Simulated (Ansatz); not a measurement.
Cu2SnS3:
```yaml
crystal:
  lattice:
    - [-1.93829, 5.74541, 2.69125]
    - [1.93829, -5.74541, 2.69125]
    - [1.93829, 5.74541, -2.69125]
  atoms:
    - { symbol: Cu, position: [0.83868, 0.00971, 0.82897] }
    - { symbol: Cu, position: [0.18074, 0.00971, 0.17103] }
    - { symbol: Sn, position: [0.48029, 0.98029, 0.50000] }
    - { symbol: S, position: [0.06025, 0.73639, 0.32386] }
    - { symbol: S, position: [0.41253, 0.73639, 0.67614] }
    - { symbol: S, position: [0.77751, 0.77751, 0.00000] }
```

Relaxed with r²SCAN. Special points in fractions of this cell's reciprocal vectors: Γ (0.000, 0.000, 0.000); X (0.500, -0.500, 0.500); F0 (0.278, -0.278, 0.722); Σ0 (-0.278, 0.278, 0.278); Λ0 (0.305, 0.305, -0.305); G0 (0.695, -0.305, 0.305); R (0.000, 0.500, 0.000); W (0.250, 0.250, 0.250); S (0.500, 0.000, 0.000); T (0.000, 0.000, 0.500).

Q: List the band energies nearest the Fermi level at these points for r²SCAN (plane waves, PAW; program Ansatz).

A: In eV from the Fermi level; about four levels below and three above (degenerate sets whole), none deeper than 8.9 eV; points with the same levels are listed once.

```json
[
 {"k": "Γ", "below": "-0.34 -0.27 -0.15 -0.02", "above": "2.04 3.62 3.86"},
 {"k": "X", "below": "-1.60 -0.98 -0.97 -0.09", "above": "0.59 1.57 3.65"},
 {"k": "F0", "below": "-2.04 -1.76 -1.57 -1.18", "above": "1.11 1.62 2.40"},
 {"k": "Λ0", "below": "-1.19 -1.04 -0.52 -0.48", "above": "0.23 2.00 2.82"},
 {"k": "R", "below": "-1.82 -1.53 -1.05 -1.03", "above": "0.65 2.68 3.61"},
 {"k": "W", "below": "-1.75 -1.50 -1.38 -1.07", "above": "0.92 2.67 3.67"},
 {"k": "S", "below": "-1.19 -0.94 -0.78 -0.73", "above": "0.52 2.46 3.26"},
 {"k": "T", "below": "-1.98 -1.71 -1.52 -1.36", "above": "1.18 1.57 2.95"}
]
```

Space group Imm2. The first step of the workflow began from a Materials Project structure, measured or hypothetical; the Crystallography Open Database copy checked does not list it. COD files the formula under space group No. 9, so this cell is another polymorph or a model. Its standing as an ambient phase is unchecked. The cell was relaxed with r²SCAN under the symmetry of its start; whether a distortion lowers the energy is not shown. The run is not spin-polarised. The Fermi level of a semimetal is unsure by some 0.05 eV on such meshes. Scalar-relativistic: spin–orbit coupling is off unless named, which matters more the heavier the elements.

Potentials: the later of the program's two PAW sets.
